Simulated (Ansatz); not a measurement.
**Sensitivity of the gradients in TiO2 with boron replacing Ti to the input**

This input was run with Ansatz:

```yaml
crystal:
  lattice:
    - [4.5922, 4.5922, 0.0]
    - [-4.5922, 4.5922, 0.0]
    - [0.0, 0.0, 8.8722]
  atoms:
    - { symbol: B, position: [0.0, 0.0, 0.0] }
    - { symbol: Ti, position: [0.0, 0.0, 0.3333333333] }
    - { symbol: Ti, position: [0.0, 0.0, 0.6666666667] }
    - { symbol: Ti, position: [0.5, 0.5, 0.0] }
    - { symbol: Ti, position: [0.5, 0.5, 0.3333333333] }
    - { symbol: Ti, position: [0.5, 0.5, 0.6666666667] }
    - { symbol: Ti, position: [0.5, 0.0, 0.1666666667] }
    - { symbol: Ti, position: [0.5, 0.0, 0.5] }
    - { symbol: Ti, position: [0.5, 0.0, 0.8333333333] }
    - { symbol: Ti, position: [0.0, 0.5, 0.1666666667] }
    - { symbol: Ti, position: [0.0, 0.5, 0.5] }
    - { symbol: Ti, position: [0.0, 0.5, 0.8333333333] }
    - { symbol: O, position: [0.30496, 0.0, 0.0] }
    - { symbol: O, position: [0.30496, 0.0, 0.3333333333] }
    - { symbol: O, position: [0.30496, 0.0, 0.6666666667] }
    - { symbol: O, position: [0.80496, 0.5, 0.0] }
    - { symbol: O, position: [0.80496, 0.5, 0.3333333333] }
    - { symbol: O, position: [0.80496, 0.5, 0.6666666667] }
    - { symbol: O, position: [0.5, 0.30496, 0.1666666667] }
    - { symbol: O, position: [0.5, 0.30496, 0.5] }
    - { symbol: O, position: [0.5, 0.30496, 0.8333333333] }
    - { symbol: O, position: [0.0, 0.80496, 0.1666666667] }
    - { symbol: O, position: [0.0, 0.80496, 0.5] }
    - { symbol: O, position: [0.0, 0.80496, 0.8333333333] }
    - { symbol: O, position: [0.69504, 0.0, 0.0] }
    - { symbol: O, position: [0.69504, 0.0, 0.3333333333] }
    - { symbol: O, position: [0.69504, 0.0, 0.6666666667] }
    - { symbol: O, position: [0.19504, 0.5, 0.0] }
    - { symbol: O, position: [0.19504, 0.5, 0.3333333333] }
    - { symbol: O, position: [0.19504, 0.5, 0.6666666667] }
    - { symbol: O, position: [0.5, 0.69504, 0.1666666667] }
    - { symbol: O, position: [0.5, 0.69504, 0.5] }
    - { symbol: O, position: [0.5, 0.69504, 0.8333333333] }
    - { symbol: O, position: [0.0, 0.19504, 0.1666666667] }
    - { symbol: O, position: [0.0, 0.19504, 0.5] }
    - { symbol: O, position: [0.0, 0.19504, 0.8333333333] }
total_charge: -1
kpoints:
  mp_grid: { grid: [3, 3, 2] }
scf:
  occupations: { method: methfessel_paxton, width: 0.05 }
hamiltonian:
  xc: pbe
  pseudopotentials: { kind: paw }
output:
  forces: true
  stress: true
  populations: true
  efg:
    quadrupole_moments_barn: { B: 0.04059, Ti: 0.247, O: -0.02558 }
    contact_densities: true
basis:
  ecutwfc: "14.7 Ry"
```

It converged. Of its output the block on the nuclei alone is shown, without the SCF iterations, energies, forces and stress (one atom of each set, the first 14 sets):

```
--- PAW observables at the nuclei: V_zz in 10²¹ V/m², potentials from the cell's mean, atoms counted from 1 ---
  atom   1  B  V_zz =    +0.318773   η = 0.3735   by run symmetry: allowed   C_q = +0.3129 MHz
            electrostatic potential = -319.847817 V   contact ρ = 485.453429 e/Å³
  atom   2  Ti V_zz =    -1.994847   η = 0.0962   by run symmetry: allowed   C_q = -11.9141 MHz
            electrostatic potential = -2519.927938 V   contact ρ = 56793.485050 e/Å³
  atom   4  Ti V_zz =    -1.303859   η = 0.0060   by run symmetry: allowed   C_q = -7.7872 MHz
            electrostatic potential = -2519.781702 V   contact ρ = 56793.222480 e/Å³
  atom   5  Ti V_zz =    -1.465326   η = 0.1338   by run symmetry: allowed   C_q = -8.7516 MHz
            electrostatic potential = -2519.717590 V   contact ρ = 56793.203968 e/Å³
  atom   7  Ti V_zz =    -1.558743   η = 0.4448   by run symmetry: allowed   C_q = -9.3095 MHz
            electrostatic potential = -2519.954488 V   contact ρ = 56793.100686 e/Å³
  atom   8  Ti V_zz =    -1.679945   η = 0.2791   by run symmetry: allowed   C_q = -10.0334 MHz
            electrostatic potential = -2519.768849 V   contact ρ = 56793.268455 e/Å³
  atom  10  Ti V_zz =    +1.013042   η = 0.7469   by run symmetry: allowed   C_q = +6.0503 MHz
            electrostatic potential = -2519.956923 V   contact ρ = 56793.309153 e/Å³
  atom  11  Ti V_zz =    -1.481651   η = 0.0998   by run symmetry: allowed   C_q = -8.8491 MHz
            electrostatic potential = -2519.696324 V   contact ρ = 56793.265667 e/Å³
  atom  13  O  V_zz =    +5.569607   η = 0.1863   by run symmetry: allowed   C_q = -3.4449 MHz
            electrostatic potential = -616.944187 V   contact ρ = 2161.895413 e/Å³
  atom  14  O  V_zz =    +1.575470   η = 0.4645   by run symmetry: allowed   C_q = -0.9745 MHz
            electrostatic potential = -616.960335 V   contact ρ = 2160.672998 e/Å³
  atom  16  O  V_zz =    +1.689308   η = 0.6873   by run symmetry: allowed   C_q = -1.0449 MHz
            electrostatic potential = -616.995844 V   contact ρ = 2160.709541 e/Å³
  atom  17  O  V_zz =    +1.687564   η = 0.5819   by run symmetry: allowed   C_q = -1.0438 MHz
            electrostatic potential = -616.852023 V   contact ρ = 2160.645757 e/Å³
  atom  19  O  V_zz =    +1.647819   η = 0.6162   by run symmetry: allowed   C_q = -1.0192 MHz
            electrostatic potential = -616.906039 V   contact ρ = 2160.693578 e/Å³
  atom  20  O  V_zz =    +1.628710   η = 0.5658   by run symmetry: allowed   C_q = -1.0074 MHz
            electrostatic potential = -616.807377 V   contact ρ = 2160.646042 e/Å³
```

**Question.** Can these gradients be trusted, and how do they compare with a run on standard settings?

**Answer.** Not as converged values. Against the standard input the change is `scf.occupations.method`: fermi_dirac → methfessel_paxton; `scf.occupations.width`: 0.01 → 0.05; `basis.ecutwfc`: not typed → 14.7 Ry. A site carries the number of its first atom; V_zz in 10²¹ V/m².

```csv
site,atom,V_zz standard,η standard,V_zz here,η here
B,1,0.28,0.64,0.32,0.37
Ti2,2,-2.96,0.10,-1.99,0.10
Ti4,4,-2.03,0.20,-1.30,0.01
Ti7,7,-2.29,0.64,-1.56,0.44
Ti10,10,-1.44,0.84,1.01,0.75
O13,13,7.39,0.30,5.57,0.19
O14,14,2.34,0.87,1.58,0.46
O16,16,-2.59,0.93,1.69,0.69
O17,17,2.52,0.98,1.69,0.58
O19,19,-2.43,0.99,1.65,0.62
O20,20,2.41,0.96,1.63,0.57
O22,22,6.99,0.52,5.15,0.38
O23,23,2.49,0.93,1.66,0.58
```

The largest change of V_zz along a kept axis is on O22, from 6.99 to 5.15. In per cent, |V_zz| changes by -36 to -32 on Ti, -33 to -25 on O (all sites that start above 0.5, bar those whose gradient vanishes or changes sign or whose main axis turns by over 40°). Where |V_zz| stays above 0.1 and the axes keep their order, η moves most on O14, from 0.87 to 0.46. On Ti2 V_xx and V_yy change places (or their axes turn by over 50°), so the two values of η hide a larger change. On O16, O19, Ti10 the largest principal value lies along another axis in the second run, so the two V_zz can't be compared directly. The table leaves out 3 of the 16 sites, with |V_zz| up to 2.52; their tensors move by 0.84 at most along any direction. The statements above cover all sites. Its pressure is 13 GPa, against -1 GPa in the reference run. SCF iterations: 11 and 13. New warnings: cutoff below recommended. In the changed run the cutoff of 200 eV lies below the one recommended for these PAW files, so its values aren't converged ones.

On the reference run: The defect repeats with the cell of 36 atoms, so it feels its images: sites between two images don't show the values beside a lone defect, and zeros or small values of η there can come from the images' arrangement. O and Ti carry a gradient in the pure host already, so the values there aren't the defect's effect alone. A uniform background compensates the cell's charge. The neighbours have not yet relaxed around the defect (largest force 1.7 eV/Å), so a real crystal will differ.
